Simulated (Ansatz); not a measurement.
Relaxed-ion elastic tensor of Y$_{2}$N (anti-CdI2 type, space group No. 164) in GPa (Voigt order), DFT-PBEsol in the program Ansatz with PAW potentials; density 5.17 g/cm³, 20.53 Å³ per atom.

|  | 1 | 2 | 3 | 4 | 5 | 6 |
|---|---|---|---|---|---|---|
| 1 | 167 | 53.3 | 30.4 | -1.8 | 0.0 | 0.0 |
| 2 | 53.3 | 167 | 30.4 | 1.8 | 0.0 | 0.0 |
| 3 | 30.4 | 30.4 | 139 | 0.0 | 0.0 | 0.0 |
| 4 | -1.8 | 1.8 | 0.0 | -1.1 | 0.0 | 0.0 |
| 5 | 0.0 | 0.0 | 0.0 | 0.0 | -1.1 | -1.8 |
| 6 | 0.0 | 0.0 | 0.0 | 0.0 | -1.8 | 56.7 |

Is the crystal mechanically stable?

On the edge, within the error: the smallest eigenvalue of C is -1.1 GPa.

Space group P-3m1 (anti-CdI2 type). A made-up cell: these elements were put on the sites of a structure type; neither database checked (COD, Materials Project) lists it. Its standing as an ambient phase is unchecked. Symmetry was held in the PBEsol relaxation; of distortions, only those at the zone centre were tested. No spin polarisation was allowed. As this level gives no gap, shear constants depend on the k-mesh and smearing (Fermi–Dirac, 0.1 eV here).

Potentials: the later of the program's two PAW sets.
